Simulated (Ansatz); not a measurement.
Below is a relaxed structure of SiO₂. The cell was found from a structure generator's guess, not taken from experiment.

Method: Ansatz 0.2.0, DFT PBE+D3(BJ), scalar-relativistic, plane waves, PAW. Cutoff 420 eV, Γ-centred mesh, Gaussian smearing, no spin polarisation.

The sheet is periodic along a and b; c holds vacuum.

```
CELL_PARAMETERS angstrom
3.33450 0.00000 0.00000
0.00000 3.33450 0.00000
0.00000 0.00000 31.47815
ATOMIC_POSITIONS crystal
Si 0.00000 0.00000 0.22469
Si 0.00000 0.00000 0.34713
O 0.00000 0.50000 0.22457
O 0.50000 0.00000 0.22457
O 0.00000 0.50000 0.34725
O 0.50000 0.00000 0.34725
```

The zero of energy is the elements' standard structures at the same level (O₂ as a molecule); no fitted shifts are applied.

Task: What layer group does it have?

Result: p4/mmm (No. 61). In-plane cell: a = 3.334 Å, b = 3.334 Å, γ = 90.0°, thickness 3.86 Å between the outermost nuclei. Si at height 0.00 Å has 4 O at 1.67 Å; O at height 0.00 Å has 2 Si at 1.67 Å.

Task: What is its formation energy per atom?

Result: −1.65 eV/atom. It lies below the elements, which doesn't yet make it stable against other compounds or structures.

Task: Is it a metal?

Result: Yes, bands cross the Fermi level on the 12×12×1 mesh.

The last run used a 12×12×1 mesh for its 6-atom cell and Gaussian smearing of 0.10 eV. A structure relaxed within its symmetry needn't be a true minimum.
